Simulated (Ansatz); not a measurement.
**Frozen-phonon scan for SiC (wurtzite)**

Starting cell, SiC (wurtzite):

```
SiC
1.0
    6.15095     0.00000     0.00000
   -1.53774     2.66344     0.00000
    0.00000     0.00000     5.04859
Si C
4 4
Direct
  0.33333   0.33333   0.00050
  0.83333   0.33333   0.00050
  0.16667   0.66667   0.50050
  0.66667   0.66667   0.50050
  0.33333   0.33333   0.62470
  0.83333   0.33333   0.62470
  0.16667   0.66667   0.12470
  0.66667   0.66667   0.12470
```

The atoms are displaced by Q × the pattern below (from a DFPT mode at M = (0.5, 0.0, 0.0), largest move 1; Q in Å), at fixed cell. (q is in reciprocal vectors of the primitive cell; the cell shown is doubled to hold the pattern.)

| atom | x | y | z |
|---|---|---|---|
| Si1 | -0.860 | -0.497 | -0.117 |
| Si2 | 0.860 | 0.497 | 0.117 |
| Si3 | 0.860 | 0.497 | -0.117 |
| Si4 | -0.860 | -0.497 | 0.117 |
| C5 | -0.430 | -0.248 | 0.422 |
| C6 | 0.430 | 0.248 | -0.422 |
| C7 | 0.430 | 0.248 | 0.422 |
| C8 | -0.430 | -0.248 | -0.422 |

Level of theory: r2SCAN (plane waves to 500 eV, PAW, scalar-relativistic; Ansatz, an electronic-structure program). k mesh 6×12×7 (Γ-centred), Fermi-Dirac smearing 0.05 eV. The energy includes the smearing's −TS. Compression counts positive. SiC was relaxed with its symmetry unable to fall. The PAW data are Ansatz's earlier set. ΔE is measured from the undisplaced structure.

```json
[
 {"Q (Å)": "-0.180", "ΔE (meV/cell)": "2435", "−dE/dQ from forces (eV/Å)": "26.118", "P (GPa)": "3.23"},
 {"Q (Å)": "-0.150", "ΔE (meV/cell)": "1709", "−dE/dQ from forces (eV/Å)": "22.240", "P (GPa)": "2.24"},
 {"Q (Å)": "-0.120", "ΔE (meV/cell)": "1103", "−dE/dQ from forces (eV/Å)": "18.104", "P (GPa)": "1.43"},
 {"Q (Å)": "-0.090", "ΔE (meV/cell)": "624", "−dE/dQ from forces (eV/Å)": "13.760", "P (GPa)": "0.81"},
 {"Q (Å)": "-0.060", "ΔE (meV/cell)": "279", "−dE/dQ from forces (eV/Å)": "9.260", "P (GPa)": "0.36"},
 {"Q (Å)": "-0.030", "ΔE (meV/cell)": "70", "−dE/dQ from forces (eV/Å)": "4.656", "P (GPa)": "0.10"},
 {"Q (Å)": "0.000", "ΔE (meV/cell)": "0", "−dE/dQ from forces (eV/Å)": "0.000", "P (GPa)": "0.01"},
 {"Q (Å)": "0.030", "ΔE (meV/cell)": "70", "−dE/dQ from forces (eV/Å)": "-4.656", "P (GPa)": "0.10"},
 {"Q (Å)": "0.060", "ΔE (meV/cell)": "279", "−dE/dQ from forces (eV/Å)": "-9.260", "P (GPa)": "0.36"},
 {"Q (Å)": "0.090", "ΔE (meV/cell)": "624", "−dE/dQ from forces (eV/Å)": "-13.760", "P (GPa)": "0.81"},
 {"Q (Å)": "0.120", "ΔE (meV/cell)": "1103", "−dE/dQ from forces (eV/Å)": "-18.104", "P (GPa)": "1.43"},
 {"Q (Å)": "0.150", "ΔE (meV/cell)": "1709", "−dE/dQ from forces (eV/Å)": "-22.240", "P (GPa)": "2.24"},
 {"Q (Å)": "0.180", "ΔE (meV/cell)": "2435", "−dE/dQ from forces (eV/Å)": "-26.118", "P (GPa)": "3.23"}
]
```

Key numbers:

* **Energy at Q = 0.180 Å**: 2435 meV/cell
* **Space group of the distorted cell**: Pmn2_1 (No. 31), lowered from P6_3mc
* **Symmetry of the curve**: even: the same for both signs
* **Shape of the curve**: a single well with its minimum at or next to zero displacement
* **Harmonic wavenumber from the curvature (finite differences)**: 564 cm⁻¹
* **Wavenumber by perturbation theory (DFPT, on another k mesh)**: 564 cm⁻¹

The 13 points together took very roughly 12 core-minutes.

(A displaced cell: forces are minus the slopes of the energy, force constants its curvatures, and phonons follow from these.)
